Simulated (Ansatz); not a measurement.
Theory: DFT PBE, scalar-relativistic, plane waves, PAW in Ansatz. All cells share a 420 eV cutoff and Γ-centred k meshes spaced at most about 0.3 Å⁻¹ (about 0.25 or finer for metals, 2π included). No spin polarisation in the final relaxations.

Temperature and zero-point effects are left out.

Compare these two cells of Ti₂NbB₃, each relaxed at this level.

1.

```xyz
6
Lattice="3.0005 0.0000 0.0000 0.0000 3.0005 0.0000 0.0000 0.0000 7.3752" Properties=species:S:1:pos:R:3 pbc="T T T"
Ti    1.5002    1.5002    2.4841
Ti    1.5002    1.5002    4.8911
Nb    1.5002    1.5002    0.0000
B     0.0000    0.0000    5.9439
B     0.0000    0.0000    1.4313
B     0.0000    0.0000    3.6876
```

2.

```xyz
6
Lattice="4.0841 0.0000 0.0000 0.0000 4.0841 0.0000 0.0000 0.0000 4.7088" Properties=species:S:1:pos:R:3 pbc="T T T"
Ti    0.0000    0.0000    2.3544
Ti    2.0420    2.0420    0.0000
Nb    0.0000    0.0000    0.0000
B     0.0000    2.0420    2.3544
B     2.0420    0.0000    2.3544
B     2.0420    2.0420    2.3544
```

Question: Which is lower in energy, and by how much?

Answer: Cell 1 is lower, by 1.20 eV/atom. Cell 1 has space group P4/mmm (No. 123), 11.1 Å³/atom and no gap on its mesh; cell 2 has space group P4/mmm (No. 123), 13.1 Å³/atom and no gap. Counting B atoms around Nb and Ti (those within 1.25 times the shortest such distance or 1.15 times the sum of covalent radii; a plus sign parts nearer from farther groups; the shortest distance is added where it is long for a bond; a slash parts the counts of unlike sites), cell 1 has Ti 8, Nb 8 and cell 2 has Ti 2/4, Nb 8+8 from 3.1 Å. The denser one is the lower, and pressure would at first widen the difference. In cell 1, Ti has 8 B at 2.37–2.44 Å, 1 Ti at 2.41 Å, 1 Nb at 2.48 Å and 4 Ti at 3.00 Å; around Nb lie 2 Ti at 2.48 Å, 8 B at 2.56 Å and 4 Nb at 3.00 Å; around B on a site of symmetry 4mm lie 1 B at 2.26 Å, 4 Ti at 2.37 Å and 4 Nb at 2.56 Å; 1 more site not described. In cell 2, Ti on its first site has 4 B at 2.04 Å and 2 Nb at 2.35 Å; around Nb lie 2 Ti at 2.35 Å and 4 Ti at 2.89 Å; B on a site of symmetry mmm is surrounded by 2 B at 2.04 Å and 2 Ti at 2.04 Å; 2 more sites not described. Both come from invented guesses. A third cell relaxed alike, in P-3m1, lies 0.39 eV/atom below the lower of the two.

Cells relaxed within their symmetry can be saddle points.
